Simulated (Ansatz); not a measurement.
Consider a crystal of LiAlO in space group P4/nmm (No. 129), with Li on 2a; Al on 2c; O on 2c.

Theory: DFT PBE, scalar-relativistic, plane waves, PAW (Ansatz 0.2.0). Cutoff 420 eV, Γ-centred mesh, Gaussian smearing, no spin polarisation.

The zero of energy is the elements' standard structures at the same level (O₂ as a molecule); no fitted shifts are applied.

**Question.** Which cell and coordinates does it relax to?

**Answer.**

Space group P4/nmm:1 (No. 129). a = 3.119 Å, b = 3.119 Å, c = 6.916 Å, α = 90.00°, β = 90.00°, γ = 90.00°
```json
{"atom": "Li", "site": "2a", "symmetry": "-4m2", "x": "0.0000", "y": "0.0000", "z": "0.0000"}
{"atom": "Al", "site": "2c", "symmetry": "4mm", "x": "0.5000", "y": "0.0000", "z": "0.6625"}
{"atom": "O", "site": "2c", "symmetry": "4mm", "x": "0.5000", "y": "0.0000", "z": "0.3925"}
```

Li is surrounded by 4 Li at 2.21 Å; around Al lie 1 O at 1.87 Å and 4 O at 2.24 Å; O has 1 Al at 1.87 Å and 4 Al at 2.24 Å. Another local minimum with the same sites may exist.

**Question.** And its energy and gap?

**Answer.** The formation energy is −1.146 eV/atom and the gap on the 10×10×4 mesh of the 6-atom cell is 1.51 eV.

The last run used Gaussian smearing of 0.02 eV. Kohn–Sham gaps at this level usually fall short of measured ones. Symmetry constrained the relaxation, so the result can be a saddle point. Another cell of LiAlO relaxed alike, in P4/nmm, lies 298 meV/atom lower, so this cell isn't the stable form at this level.
